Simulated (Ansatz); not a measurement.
Ir₃W (Cu3Au type, Pm-3m) under volume change, r²SCAN in the plane-wave PAW code Ansatz, scaled uniformly.

```tsv
V (Å³/atom)	E − E(relaxed) (meV/atom)	P (GPa)
13.191	165.0	44.35
13.626	68.9	26.96
14.061	16.2	12.31
14.495	0.0	0.00
14.930	14.5	-10.35
15.365	54.7	-19.03
15.800	116.5	-26.29
```

Question: What does a third-order Birch–Murnaghan fit give for V₀, B₀ and B′?

Answer: V₀ = 14.50 Å³/atom, B₀ = 375 GPa, B′ = 4.8.

The cell is a constructed one: a structure type filled with these elements; neither database checked (COD, Materials Project) lists it. COD files the formula under space group No. 194. Its standing as an ambient phase is unchecked. Symmetry was held in the r²SCAN relaxation; whether a distortion lowers the energy is not shown. The run is not spin-polarised. Spin–orbit coupling is left out wherever it is not named.

Potentials: the earlier of the program's two PAW sets. The files were generated under PBE; for other functionals the program regenerates the frozen cores, and for LDA and PBEsol the local potential too.
